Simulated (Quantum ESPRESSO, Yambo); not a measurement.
At a photon energy of 12.25 eV, RPA with local fields on PBEsol bands shifted by a G0W0 scissor of 3.28 eV (Quantum ESPRESSO and Yambo; 4×4×4 mesh, 148 bands, 3 Ry local-field block, 0.2 eV broadening) gives ε = 4.35 + 2.83i for CsCaF₃ (cubic perovskite, space group Pm-3m, No. 221), field along x.

Work out n, κ, the normal-incidence reflectivity, the absorption coefficient and the penetration depth.


|ε| = 5.19; n = √((|ε| + ε1)/2) = 2.18, κ = √((|ε| − ε1)/2) = 0.65. R = ((n − 1)² + κ²)/((n + 1)² + κ²) = 0.17. α = 2Eκ/(ħc) with ħc = 197.327 eV nm: 0.0804 per nm = 8.0 × 10⁵ per cm, a 1/e depth of 12 nm. The computed direct gap is 10.25 eV, and the energy scale of the real crystal may differ from it. Excitonic effects are left out, and values at one energy depend on mesh and broadening. The scissor comes from a G0W0 run whose convergence isn't established. Convergence of the RPA response with its 4×4×4 mesh was not tested.

Geometry of the Materials Project entry, not relaxed at this level; primitive cell a = b = c = 4.521 Å, α = β = γ = 90.00°.

The structure is a Materials Project entry; no match was found in the copy of COD used, and its stability was not checked.
